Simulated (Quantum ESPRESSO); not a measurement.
## Mg3O2ClF (convergence and cost over cutoff and k mesh)

Computed values, not a measurement. The program is pw.x of Quantum ESPRESSO 7.5 (plane-wave density functional theory). The cell is made up: 7 atoms on a rocksalt lattice with one site empty, with randomly drawn elements, strain and displacements, not relaxed. PseudoDojo standard norm-conserving files (v0.5 for PBE, v0.4.1 for LDA and PBEsol) set the functional; there is no spin polarisation, spin-orbit coupling or dispersion term, and the masses in the input are unused placeholders.

Input of the run in row 2:

```
&control calculation='scf', pseudo_dir='./dojo.nc.sr.pbe.v0_5.standard.upf', outdir='./o', disk_io='medium', tprnfor=.true., tstress=.true. /
&system ibrav=0, nat=7, ntyp=4, nbnd=34, ecutwfc=84.00895049, nosym=.true., tot_charge=0,
 occupations='smearing', smearing='fd', degauss=0.0018374661
/
&electrons conv_thr=7.350e-09, electron_maxstep=60, /
ATOMIC_SPECIES
Cl 1.0 Cl.upf
F 1.0 F.upf
Mg 1.0 Mg.upf
O 1.0 O.upf
CELL_PARAMETERS angstrom
4.3031 0.0 0.0
0.0 4.3031 0.0
0.0 0.0 4.3031
ATOMIC_POSITIONS angstrom
Mg -0.0621 0.0342 0.0029
Mg 2.1493 0.0788 2.162
Mg 2.1401 2.1658 -0.1433
O 2.185 0.0353 -0.0707
Cl 2.1444 2.0701 2.1152
O 4.2779 -0.0329 2.1771
F 4.3056 2.1497 -0.0261
K_POINTS automatic
4 4 4 1 1 1
```

The same cell was run at these settings. Meshes are shifted by half a step, and differences are from the last row, which is itself not exact.

```
cutoff (eV)     k mesh  k points solved  threshold (eV)  free energy less the last row's (eV)  pressure (GPa)  largest stress difference (GPa)  largest force difference (eV/Å)  iterations  wall time (s)  k-point pools              processor
        800  2 x 2 x 2                4           1e-04                                 2.695          -26.46                            42.10                            0.050           8             12              1  AMD EPYC, Zen 5 class
       1143  4 x 4 x 4               32           1e-07                                 0.003           15.37                             0.04                            0.008          11            125              1  AMD EPYC, Zen 5 class
       1437  6 x 6 x 6              108           1e-07                                 0.000           15.41                             0.00                            0.000          11            548              1  AMD EPYC, Zen 5 class
```

Each pool is one process. Wall times include start-up and a band step at six k points, which weighs most on the coarsest meshes. The runs were on shared virtual cores whose load varied, so times are rough.